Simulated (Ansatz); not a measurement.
A geometry of Be away from equilibrium: the start of the relaxation of a relaxed Be cell displaced along its unstable phonon at q = (½, 0, 0) of its primitive reciprocal cell (292i cm⁻¹), largest move 0.15 Å. The numbers are results of r2SCAN (plane waves to 500 eV, PAW, scalar-relativistic; Ansatz, a first-principles code), not measurements. Γ-centred k-mesh 17×17×13 on the run's cell (coarser than for final values), Fermi–Dirac smearing 0.05 eV.

```xyz
2
Lattice="4.2919 0.0000 0.0000 -1.0730 1.8585 0.0000 0.0000 0.0000 2.4456" Properties=species:S:1:pos:R:3:forces:R:3 pbc="T T T" free_energy=-185.640 pressure_GPa=-2.0
Be     0.0000     0.0000     0.1500    0.0000    0.0000    0.3844
Be     2.1460     0.0000    -0.1500    0.0000    0.0000   -0.3844
```

Positions in Å, forces in eV/Å, free energy of the cell in eV (comparable only within this code, potentials and settings). Largest force: 0.38 eV/Å, on Be1, Be2 (atoms numbered as listed); the geometry lies 0.43 eV/atom above the end of its relaxation.

No spin polarisation in the result.

The run could not lose the symmetry of its start, so the end can be a saddle point.

The end of the path is a generated cell of Be: the first start was made by placing the elements on the sites of a structure type, and the end was not matched to a known phase here, so it may be hypothetical. Known forms of Be include space group No. 194.
